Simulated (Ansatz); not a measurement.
Computed with Ansatz, not measured. Plane-wave DFT: an element X is put into a periodic supercell of the crystal below and the atoms relax. X is one of the candidates, and is told by the neutral defect's formation energy over the elements (uncorrected), its moments where the run had spin, and its relaxed neighbours, eight at most.

```
cell
1.0
     2.6225   -4.3103    0.0000
     2.6225    4.3103    0.0000
     0.0000    0.0000    3.9672
La Ni Rh
1 3 2
Direct
  0.5000 0.5000 0.0000
  0.1560 0.8440 0.0000
  0.8440 0.1560 0.0000
  0.0000 0.0000 0.5000
  0.0000 0.5000 0.5000
  0.5000 0.0000 0.5000
```

| quantity | value |
| --- | --- |
| host atoms in supercell | 24 |
| functional | PBEsol |
| wave cutoff | 420 eV |
| k mesh | 4, 4, 3 |
| k shift | 0.5, 0.5, 0 mesh steps |
| gaussian smearing | 0.05 eV |
| start displacement | 0 angstrom |
| electrons started on | no chosen atoms |
| candidate elements | Na, Ti, Fe, Se, Hf, Pb |
| found formation energy | 0.53 eV |
| found largest move from host sites | 0.293 angstrom |

```tsv
supercell vector	supercell times a (host cell vectors)	supercell times b (host cell vectors)	supercell times c (host cell vectors)
A	1	1	-1
B	-1	-1	-1
C	-1	1	0
```

```csv
change element,change kind,change place a (host cell vectors),change place b (host cell vectors),change place c (host cell vectors)
X,on La,-0.5,0.5,-1
```

```json
{"found neighbour element": "Ni", "found neighbour distance (angstrom)": "2.672"}
{"found neighbour element": "Ni", "found neighbour distance (angstrom)": "2.672"}
{"found neighbour element": "Ni", "found neighbour distance (angstrom)": "2.743"}
{"found neighbour element": "Ni", "found neighbour distance (angstrom)": "2.743"}
{"found neighbour element": "Ni", "found neighbour distance (angstrom)": "2.743"}
{"found neighbour element": "Ni", "found neighbour distance (angstrom)": "2.743"}
{"found neighbour element": "Rh", "found neighbour distance (angstrom)": "3.223"}
{"found neighbour element": "Rh", "found neighbour distance (angstrom)": "3.223"}
```

**Question.** Which element is X?

**Answer.** Hf.

Caveats: a metal with Cr, Mn, Fe, Co or Ni was run without spin, and may be magnetic; the atoms kept the symmetry of the start, so a distorted state could lie lower; the supercell is small.
